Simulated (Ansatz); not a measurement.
Clean, relaxed (001) surface of TiAl, space group P4/mmm (No. 123) (top face towards +c; atoms held fixed, by place in the list: 1, 2):

```
CELL_PARAMETERS angstrom
2.79516 0.00000 0.00000
0.00000 2.79516 0.00000
0.00000 0.00000 23.05811
ATOMIC_POSITIONS crystal
Al 0.50000 0.50000 0.36863
Ti 0.00000 0.00000 0.45621
Al 0.50000 0.50000 0.54438
Ti 0.00000 0.00000 0.62768
```

Method: DFT PBEsol, scalar-relativistic, plane waves, PAW (Ansatz). Cutoff 420 eV; k points 10×10×1 on the computed 4-atom cell (Γ-centred); Gaussian smearing, width 0.10 eV; no spin polarisation. A dipole correction removes the field between periodic images along c.

H (atom) is adsorbed on the top face, one adsorbate per 7.8 Å², and relaxed from 3 starting sites (fractions of a and b). The adsorption energy is E(slab + adsorbate) − E(slab) − E(free adsorbate, spin-polarised where open-shell). Heights count from the highest slab atom after relaxation. Δφ is the top face's. Δp counts per cell along +c. Bonded neighbours lie within 1.25 times the sum of covalent radii (1.35 for H) and, on that scale, within 12 % of the closest. With the adsorbate the cell is lengthened along c to keep the vacuum.

```
                                                      start ends at E_ads (eV) height (Å) shortest contact  Δφ (eV)  Δp (e·Å)
                                   top (Ti) at (0.00, 0.00) (0.00, 0.00), 1 bonded neighbour (Ti)       -2.11        1.74       H–Ti 1.74 Å    +2.36    -0.101
                             bridge (Ti-Ti) at (0.00, 0.50) (0.00, 0.50), 2 bonded neighbours (Ti)       -3.07        1.22       H–Ti 1.85 Å    +0.49    -0.021
hollow (over Al) at (0.50, 0.50), 0.4 Å under the top layer (0.50, 0.50), 4 bonded neighbours (Ti)       -3.47        0.75       H–Ti 2.11 Å    -0.60    +0.023
```

Among the sites tried, the lowest end comes from the hollow (over Al) at (0.50, 0.50), 0.4 Å under the top layer start; other sites may lie lower.

Each end is the local minimum or symmetric point that its start leads to. The slab is only 6.1 Å thick, so the energies aren't converged with thickness.

The adsorbed runs have no spin polarisation, so weakly bound open-shell ends lie too high.